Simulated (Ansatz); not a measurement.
# CsNbCl5 (P4/mmm) at 2 levels of theory

One geometry, relaxed with PBE; plane waves with PAW potentials in Ansatz, scalar-relativistic. Collinear spin, ending at 1.1 μB a primitive cell. Gaps are the least over mesh and band path; pressure is positive in compression.

Space group P4/mmm (No. 123). a = 4.427 Å, b = 4.427 Å, c = 11.276 Å, α = 90.00°, β = 90.00°, γ = 90.00°
```
atom  site  symmetry       x       y       z
  Cs    1a     4/mmm  0.0000  0.0000  0.0000
  Nb    1b     4/mmm  0.0000  0.0000  0.5000
  Cl    4i      2mm.  0.0000  0.5000  0.3710
  Cl    1c     4/mmm  0.5000  0.5000  0.0000
```

```csv
level,cutoff (eV),k mesh,gap (eV),pressure (GPa),largest moment (μB)
PBE,420,8×8×4,0,0.0,0.84
```

**Question.** What comes out on the same cell with PBEsol?

**Answer.**
| level | cutoff (eV) | k mesh | gap (eV) | pressure (GPa) | largest moment (μB) |
| --- | --- | --- | --- | --- | --- |
| PBEsol | 420 | 8×8×4 | 0 | -1.9 | 0.83 |

Spin-orbit coupling matters for the bands of heavy elements and is left out. The cell holds layers, chains or molecules and no dispersion correction was added, so their binding is poorly described.

It was reached by relaxing an invented guess, and it needn't be the stable form of this composition.
